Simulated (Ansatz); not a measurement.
La4ScAl4Cu15: frames of a relaxation, Sc_Cu, charge +0, atoms relaxed at the host's cell

All numbers are calculated (PBEsol, no spin polarisation, no spin-orbit coupling; Ansatz, PAW set soft_2, 420 eV, k-mesh 3×3×3), not measured.

Positions in Å and forces in eV/Å; free energies count from the last frame.

```
24
Lattice="5.206 0.000 -4.134 -5.206 0.000 -4.134 0.000 8.824 0.000" Properties=species:S:1:pos:R:3:forces:R:3 pbc="T T T" step=1 dE=0.676eV
Al    0.006    0.019   -2.081   -0.022    0.923    1.462
Al    2.603    4.412   -2.067   -0.017    0.049    0.062
Al   -2.603    4.412   -2.067    0.030    0.046    0.012
Al   -0.026   -0.002   -6.186    0.019    0.872   -1.636
Sc    0.038    7.329   -4.128   -0.151   -1.279   -0.061
Cu    2.603    2.933   -4.134   -0.085    0.048    0.001
Cu   -2.603    2.933   -4.134    0.065    0.108    0.009
Cu    0.000    7.345    0.000    0.001    0.056    0.044
Cu    0.029    1.467   -4.176   -0.128    0.151    0.292
Cu    2.615    5.871   -4.139   -0.092    0.028    0.002
Cu   -2.599    5.919   -4.090    0.068   -0.106   -0.234
Cu    0.000    1.479    0.000   -0.073   -0.187    0.014
Cu   -1.247    6.649   -2.092   -0.639   -0.300    0.715
Cu    1.301    2.206   -2.067   -0.011    0.132    0.014
Cu    1.301    2.206   -6.202    0.021    0.129   -0.125
Cu   -1.320    6.633   -6.196   -0.276   -0.136   -0.419
Cu   -1.301    2.206   -2.067    0.031    0.112    0.010
Cu    1.315    6.620   -2.054    0.372   -0.117    0.509
Cu    1.288    6.604   -6.186    0.419   -0.078   -0.609
Cu   -1.301    2.206   -6.202   -0.023    0.136   -0.099
La   -0.008    4.423   -4.142    0.028   -0.805    0.035
La    2.530    0.006   -4.151    1.241    0.231    0.005
La   -2.564    0.043   -4.135   -0.846    0.027    0.026
La    0.000    4.412    0.000    0.068   -0.041   -0.031
```

```
24
Lattice="5.206 0.000 -4.134 -5.206 0.000 -4.134 0.000 8.824 0.000" Properties=species:S:1:pos:R:3:forces:R:3 pbc="T T T" step=2 dE=0.158eV
Al   -0.003    0.051   -2.001    0.083    0.380    0.003
Al    2.600    4.419   -2.067    0.037    0.039    0.036
Al   -2.603    4.419   -2.067    0.030    0.035    0.015
Al   -0.025    0.035   -6.271    0.102    0.371   -0.082
Sc    0.027    7.242   -4.130   -0.047   -0.246   -0.058
Cu    2.596    2.947   -4.135    0.045    0.036    0.003
Cu   -2.601    2.948   -4.134   -0.030    0.022    0.001
Cu    0.000    7.339    0.001    0.048   -0.174    0.031
Cu    0.021    1.445   -4.167   -0.039   -0.406    0.192
Cu    2.580    5.871   -4.138   -0.143    0.006    0.001
Cu   -2.567    5.905   -4.104    0.169   -0.112   -0.169
Cu   -0.007    1.515    0.000    0.039    0.135    0.012
Cu   -1.276    6.639   -2.042   -0.445   -0.180    0.385
Cu    1.298    2.228   -2.065    0.023    0.034    0.001
Cu    1.298    2.228   -6.205    0.038    0.034   -0.071
Cu   -1.327    6.632   -6.235   -0.200   -0.088   -0.227
Cu   -1.303    2.230   -2.066    0.001    0.035   -0.020
Cu    1.322    6.620   -2.016    0.263   -0.051    0.250
Cu    1.306    6.608   -6.233    0.296   -0.025   -0.300
Cu   -1.303    2.229   -6.205   -0.035    0.052   -0.041
La   -0.003    4.281   -4.134   -0.009    0.158   -0.004
La    2.722    0.043   -4.149   -0.595   -0.078    0.025
La   -2.704    0.048   -4.130    0.418   -0.065   -0.003
La    0.009    4.413   -0.007   -0.048    0.091    0.019
```

```
24
Lattice="5.206 0.000 -4.134 -5.206 0.000 -4.134 0.000 8.824 0.000" Properties=species:S:1:pos:R:3:forces:R:3 pbc="T T T" step=5 dE=0.000eV
Al    0.002    0.076   -1.980    0.001   -0.014   -0.022
Al    2.606    4.420   -2.068   -0.001    0.005    0.001
Al   -2.601    4.420   -2.068    0.000    0.005    0.000
Al    0.002    0.075   -6.290    0.002   -0.012    0.022
Sc    0.002    7.181   -4.135    0.001    0.007    0.000
Cu    2.634    2.957   -4.135    0.009   -0.006    0.000
Cu   -2.630    2.958   -4.135   -0.009   -0.007    0.000
Cu    0.003    7.361    0.000   -0.001   -0.011    0.000
Cu    0.003    1.356   -4.135   -0.002   -0.006    0.000
Cu    2.497    5.857   -4.135    0.017    0.004    0.000
Cu   -2.493    5.857   -4.135   -0.017    0.003    0.000
Cu    0.002    1.563    0.000    0.000   -0.008   -0.001
Cu   -1.342    6.629   -1.973   -0.002    0.003    0.004
Cu    1.306    2.240   -2.069    0.004    0.002    0.000
Cu    1.305    2.240   -6.201    0.004    0.002    0.000
Cu   -1.343    6.629   -6.297   -0.002    0.002   -0.004
Cu   -1.301    2.240   -2.069   -0.004    0.002    0.000
Cu    1.347    6.629   -1.973    0.002    0.003    0.003
Cu    1.347    6.629   -6.297    0.002    0.003   -0.004
Cu   -1.301    2.240   -6.201   -0.004    0.002    0.000
La    0.002    4.240   -4.135    0.000   -0.007    0.000
La    2.655    0.039   -4.135   -0.020    0.008    0.001
La   -2.649    0.039   -4.135    0.019    0.008    0.000
La    0.002    4.456   -0.001    0.000    0.012    0.000
```
